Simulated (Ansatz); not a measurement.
An elastic tensor (GPa, Voigt order, standard axes) from r²SCAN (plane waves, PAW; program Ansatz):

```
 86.3    8.8   12.3  -18.2    0.0    0.0
  8.8   86.3   12.3   18.2    0.0    0.0
 12.3   12.3    107    0.0    0.0    0.0
-18.2   18.2    0.0   59.1    0.0    0.0
  0.0    0.0    0.0    0.0   59.1  -18.2
  0.0    0.0    0.0    0.0  -18.2   38.7
```

Question: Pick the material that matches.
A. AlZnNO, P3m1 (Al on 1b, Zn on 1c, O on 1b, N on 1c)
B. LiNbO3, R-3c (Li on 6a, Nb on 6b, O on 18e)
C. SiO2, P3_121 (Si on 3a, O on 6c)
D. Ga2O3, corundum

Answer: C, SiO2, P3_121 (Si on 3a, O on 6c)

Symmetry was held in the r²SCAN relaxation.

Potentials: the earlier of the program's two PAW sets. The files were generated under PBE; for other functionals the program regenerates the frozen cores, and for LDA and PBEsol the local potential too.
